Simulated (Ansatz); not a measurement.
YPb3:
```
YPb3
1.0
    4.86081     0.00000     0.00000
    0.00000     4.86081     0.00000
    0.00000     0.00000     4.86081
Y Pb
1 3
Direct
  0.00000   0.00000   0.00000
  0.00000   0.50000   0.50000
  0.50000   0.00000   0.50000
  0.50000   0.50000   0.00000
```

Relaxed with r²SCAN. Special points in fractions of this cell's reciprocal vectors: Γ (0.000, 0.000, 0.000); X (0.000, 0.500, 0.000); M (0.500, 0.500, 0.000); R (0.500, 0.500, 0.500).

Question: List the band energies nearest the Fermi level at these points for plane-wave PAW r²SCAN with spin–orbit coupling (Ansatz code).

Answer: In eV from the Fermi level; about four levels below and three above (degenerate sets whole), none deeper than 8.9 eV; points with the same levels are listed once.

```
k                                below                          above
-  -----------------------------------  -----------------------------
Γ  -3.17 -3.17 -3.17 -3.17 -2.54 -2.54            1.61 1.61 1.61 1.61
X              -0.78 -0.78 -0.71 -0.71            0.48 0.48 1.44 1.44
M              -0.65 -0.65 -0.51 -0.51            0.74 0.74 0.98 0.98
R  -3.78 -3.78 -3.78 -3.78 -3.16 -3.16  1.33 1.33 2.42 2.42 2.42 2.42
```

Space group Pm-3m (Cu3Au type). The workflow started from an entry of the Crystallography Open Database (COD). Whether it is the stable phase at ambient conditions was not checked. The r²SCAN relaxation kept the symmetry of its start; whether a distortion lowers the energy is not shown. The run is not spin-polarised.

Potentials: the later of the program's two PAW sets.
